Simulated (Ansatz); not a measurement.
KLa: one input, then a changed one

The structure comes from a relaxation in the same program, started in the L11 type. Whether it is a known phase or the ground state wasn't checked. The listed cell was then made from it by scaling, straining or moving an atom.

First run: DFT, PBE, PAW with Ansatz's default frozen-core files, scalar-relativistic (Ansatz 0.2.0).

Command: `ansatz run input.yaml --threads 1 --pin off --max-ram 2048MiB --backend cpu --events-out ev --progress --plain --runs-dir out` The run took 12 s on 1 thread of AMD EPYC 7R43 64-Core Processor (Zen 3) (shared host), peak memory 0.59 GiB.

```yaml
crystal:
  lattice:
    - [1.9123168285, -1.1040766357, 7.5026813705]
    - [0.0, 2.2081532714, 7.5026813705]
    - [-1.9123168285, -1.1040766357, 7.5026813705]
  atoms:
    - { symbol: K, position: [0.0, 0.0, 0.0] }
    - { symbol: La, position: [0.5, 0.5, 0.5] }
kpoints:
  mp_grid: { grid: [11, 11, 11] }
scf:
  occupations: { method: fermi_dirac, width: 0.05 }
hamiltonian:
  xc: pbe
  pseudopotentials: { kind: paw }
output:
  forces: true
  stress: true
  eigenvalues: true
  efg: { contact_densities: true }
```

Result: converged; pressure -0.39 GPa; no gap on the k mesh; 7 SCF iterations.

Spin–orbit coupling is left out, though it moves levels of the heavy atoms by tenths of an eV or more.

The input is then changed:

```diff
@@ -12,5 +12,5 @@
   occupations: { method: fermi_dirac, width: 0.05 }
 hamiltonian:
-  xc: pbe
+  xc: pbesol
   pseudopotentials: { kind: paw }
 output:
@@ -19,3 +19,5 @@
   eigenvalues: true
   efg: { contact_densities: true }
+basis:
+  ecutwfc: "500 eV"
```

**Question.** What does the second run give?

**Answer.** It converged; pressure -1.23 GPa; no gap on the k mesh; 7 SCF iterations.
